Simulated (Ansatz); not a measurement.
Input:

Y2Ge:
```cif
data_Ge2Y4
_chemical_formula_sum 'Y4 Ge2'
_space_group_name_H-M_alt 'P4/nmm :1'
_space_group_IT_number 129
_space_group_name_Hall 'P 4ab 2ab -1ab'
_cell_length_a 4.37565
_cell_length_b 4.37565
_cell_length_c 8.09132
_cell_angle_alpha 90.000
_cell_angle_beta 90.000
_cell_angle_gamma 90.000
loop_
_space_group_symop_operation_xyz
  'x, y, z'
  '-y+1/2, x+1/2, z'
  '-x, -y, z'
  'y+1/2, -x+1/2, z'
  'x+1/2, -y+1/2, -z'
  '-y, -x, -z'
  '-x+1/2, y+1/2, -z'
  'y, x, -z'
  '-x+1/2, -y+1/2, -z'
  'y, -x, -z'
  'x+1/2, y+1/2, -z'
  '-y, x, -z'
  '-x, y, z'
  'y+1/2, x+1/2, z'
  'x, -y, z'
  '-y+1/2, -x+1/2, z'
loop_
_atom_site_label
_atom_site_type_symbol
_atom_site_symmetry_multiplicity
_atom_site_Wyckoff_symbol
_atom_site_fract_x
_atom_site_fract_y
_atom_site_fract_z
_atom_site_occupancy
Y1 Y 2 a 0.00000 0.00000 0.00000 1
Y2 Y 2 c 0.50000 0.00000 0.35717 1
Ge1 Ge 2 c 0.00000 0.50000 0.27559 1
```

This is the PBE-relaxed structure.

All from PBE (plane waves, PAW; program Ansatz), unless another level is named. Predict the electronic character.

metallic (no gap).

And the formation energy from the elements (no fitted shifts)?

-0.64 eV/atom.

Predict the density of states at the Fermi level.

0.58 states/eV per atom (mean over ±0.08 eV).

The cell is a constructed one: a structure type filled with these elements; neither database checked (COD, Materials Project) lists it. Whether it is the stable phase at ambient conditions was not checked. Symmetry was held in the PBE relaxation; its stability against distortions is not shown here. No spin polarisation was allowed. The references are the lowest solids computed at this level, not always the standard phases. Spin–orbit coupling is left out wherever it is not named.

Potentials: the later of the program's two PAW sets.
